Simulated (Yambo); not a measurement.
Yambo run on La2O3 (space group P-3m1, No. 164). The wavefunctions come from this Quantum ESPRESSO step (PBEsol, PseudoDojo standard norm-conserving files, fully relativistic):

```
&CONTROL
  calculation = 'nscf'
  pseudo_dir = './pseudo'
  outdir = './out'
/
&SYSTEM
  ibrav = 0
  nat = 5
  ntyp = 2
  ecutwfc = 110.0
  ecutrho = 440.0
  occupations = 'fixed'
  force_symmorphic = .true.
  nbnd = 313
  noncolin = .true.
  lspinorb = .true.
/
&ELECTRONS
  conv_thr = 5e-09
  diago_full_acc = .true.
  diago_thr_init = 1e-08
/
ATOMIC_SPECIES
O 15.9990 O.upf
La 138.9055 La.upf
CELL_PARAMETERS angstrom
  3.930779854000   0.000000000000   0.000000000000
 -1.965389927000   3.404155210000   0.000000000000
  0.000000000000   0.000000000000   6.111950000000
ATOMIC_POSITIONS crystal
O   0.666666667000   0.333333333000   0.354110000000
O   0.333333333000   0.666666667000   0.645890000000
O   0.000000000000   0.000000000000   0.000000000000
La   0.666666667000   0.333333333000   0.753760000000
La   0.333333333000   0.666666667000   0.246240000000
K_POINTS automatic
3 3 2 0 0 0
```

Yambo input:

```
rim_cut
gw0
dyson
el_el_corr
HF_and_locXC
ppa
em1d
RandQpts= 1000000
RandGvec= 1 Ry
EXXRLvcs= 110 Ry
VXCRLvcs= 440 Ry
Chimod= "HARTREE"
% BndsRnXp
 1 | 312 |
%
NGsBlkXp= 8 Ry
% LongDrXp
 1.0 | 1.0 | 1.0 |
%
PPAPntXp= 27.2114 eV
% GbndRnge
 1 | 312 |
%
GTermKind= "BG"
DysSolver= "n"
ExtendOut
% QPkrange
 1 | 1 | 40 | 41 |
 2 | 2 | 40 | 41 |
 4 | 4 | 40 | 41 |
 5 | 5 | 38 | 42 |
 6 | 6 | 40 | 41 |
%
```

k points by index: 1 = Γ, 2 = A, 4 = (0, 0.333, -0.5), 5 = K, 6 = H.

The o-*.qp file then holds:

```
#    K-point    Band    Eo [eV]    E [eV]    E-Eo [eV]    Vxc [eV]    Vnlxc [eV]    Sc|Eo [eV]    Sc|E [eV]    dSc/dw|Eo [eV]    Re(Z)    Im(Z)
#
    1    40    -0.048744    -0.521647    -0.472903    -18.71052    -23.38187    4.062774    4.198449    -7.805046    0.777101    -0.001274
    1    41    4.269256    5.992524    1.723268    -11.69602    -3.995689    -5.602268    -5.977064    -5.917764    0.821371    -0.001127
    2    40    -0.167567    -0.674778    -0.507211    -18.42511    -23.08866    4.009658    4.156331    -7.866958    0.775729    -0.001353
    2    41    4.693145    7.478004    2.784859    -14.26866    -3.987630    -6.798313    -7.496167    -6.818400    0.799632    -0.001335
    4    40    0.000000    -0.515521    -0.515521    -18.78262    -23.50868    4.062019    4.210545    -7.838042    0.776370    -0.001302
    4    41    4.422970    6.420320    1.997350    -13.83533    -5.709870    -5.654916    -6.128112    -6.446249    0.808474    -0.001194
    5    38    -0.732710    -1.394716    -0.662005    -17.61256    -22.73285    4.264740    4.458284    -7.953633    0.773816    -0.001607
    5    39    -0.018458    -0.553193    -0.534735    -19.00359    -23.67548    3.988562    4.137155    -7.560034    0.782577    -0.001220
    5    40    -0.018458    -0.553195    -0.534737    -19.00359    -23.67548    3.988559    4.137153    -7.560036    0.782577    -0.001220
    5    41    3.845947    4.736862    0.890916    -11.64615    -6.260842    -4.309507    -4.494393    -5.646386    0.828155    -0.001028
    5    42    3.845947    4.736863    0.890917    -11.64615    -6.260842    -4.309506    -4.494392    -5.646385    0.828155    -0.001028
    6    40    -0.098886    -0.619076    -0.520190    -18.95919    -23.62087    3.995385    4.141483    -7.640860    0.780762    -0.001239
    6    41    4.244888    5.727624    1.482736    -12.73944    -5.979338    -4.948112    -5.277363    -6.041986    0.818303    -0.001100
```
(The two width columns are left out.) Convergence of these settings isn't established.

Geometry of the Materials Project entry, not relaxed at this level.
